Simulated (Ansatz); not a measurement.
Cells of TiO relaxed with PBEsol (plane waves to 420 eV, PAW, scalar-relativistic; Ansatz, a program for electronic structure), each with a space-group label. One label is wrong.

**A**, labelled P6₃mc (No. 186)
```yaml
crystal:
  lattice:
    - [2.97310, 0.00000, 0.00000]
    - [-1.48655, 2.57478, 0.00000]
    - [0.00000, 0.00000, 6.00279]
  atoms:
    - { symbol: Ti, position: [0.66667, 0.33333, 0.96976] }
    - { symbol: Ti, position: [0.33333, 0.66667, 0.46976] }
    - { symbol: O, position: [0.66667, 0.33333, 0.65544] }
    - { symbol: O, position: [0.33333, 0.66667, 0.15544] }
```

**B**, labelled C2/m (No. 12)
```yaml
crystal:
  lattice:
    - [3.50720, 0.00000, 0.00000]
    - [-1.75360, 3.03733, 0.00000]
    - [0.00000, 0.00000, 4.13372]
  atoms:
    - { symbol: Ti, position: [0.66667, 0.33333, 0.25000] }
    - { symbol: Ti, position: [0.33333, 0.66667, 0.75000] }
    - { symbol: O, position: [0.66667, 0.33333, 0.75000] }
    - { symbol: O, position: [0.33333, 0.66667, 0.25000] }
```

**C**, labelled P-62m (No. 189)
```yaml
crystal:
  lattice:
    - [4.95711, 0.00000, 0.00000]
    - [-2.47856, 4.29299, 0.00000]
    - [0.00000, 0.00000, 2.83760]
  atoms:
    - { symbol: Ti, position: [0.66667, 0.33333, 0.50000] }
    - { symbol: Ti, position: [0.33333, 0.66667, 0.50000] }
    - { symbol: Ti, position: [0.00000, 0.00000, 0.00000] }
    - { symbol: O, position: [0.60523, 0.60523, 0.00000] }
    - { symbol: O, position: [0.00000, 0.39477, 0.00000] }
    - { symbol: O, position: [0.39477, 0.00000, 0.00000] }
```

**Question.** Which label is wrong, and what should it be (tolerance 0.01 Å)?

**Answer.** B: its symmetry is P6₃/mmc (No. 194), hP4; a = 3.5072 Å, b = 3.5072 Å, c = 4.1337 Å, α = 90.00°, β = 90.00°, γ = 120.00°.

Each run could gain symmetry but not lose that of its start, so entries can be saddle points. From databases, or of a type measured for this composition: P-62m, hP6; the others are generated cells (placed on structure types, drawn at random, substituted or restacked) that were not matched to a known phase here.

No spin polarisation in the result. The d or f electrons are treated with no Hubbard U.
